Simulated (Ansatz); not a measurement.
Kick test of a cell of RbGe6

The cell was found from a structure generator's guess, not taken from experiment.

Level of theory: DFT PBE, scalar-relativistic, plane waves, PAW in Ansatz. Cutoff 420 eV; k points 8×8×8 on the computed 7-atom cell (Γ-centred); Gaussian smearing, width 0.10 eV; no spin polarisation.

The cell below (7 atoms, space group Im-3m (No. 229)) is relaxed within its symmetry.

```cif
data_structure
_symmetry_space_group_name_H-M 'P 1'
_symmetry_Int_Tables_number 1
_cell_length_a 6.2334
_cell_length_b 6.2334
_cell_length_c 6.2334
_cell_angle_alpha 109.471
_cell_angle_beta 109.471
_cell_angle_gamma 109.471
_cell_volume 186.45
loop_
_atom_site_label
_atom_site_type_symbol
_atom_site_fract_x
_atom_site_fract_y
_atom_site_fract_z
_atom_site_occupancy
Rb1 Rb 0.00000 0.00000 0.00000 1
Ge1 Ge 0.50000 0.75000 0.25000 1
Ge2 Ge 0.75000 0.25000 0.50000 1
Ge3 Ge 0.75000 0.50000 0.25000 1
Ge4 Ge 0.50000 0.25000 0.75000 1
Ge5 Ge 0.25000 0.75000 0.50000 1
Ge6 Ge 0.25000 0.50000 0.75000 1
```

For the test it was strained at random (σ = 1.5 % a component), the atoms were moved at random (σ = 0.15 Å), and all was relaxed again on a coarse 4×4×4 mesh (in the run’s order of axes) with 0.20 eV smearing, with no symmetry imposed.

**Question.** What happens?

**Answer.** It returns, within 1 meV/atom of the unmoved cell on that mesh and with the same symmetry when read at 0.1 Å (C2/m at 0.01 Å, so small strains and shifts remain). No instability shows in this cell; modes of other wave vectors, which need another repeat, aren't tested.
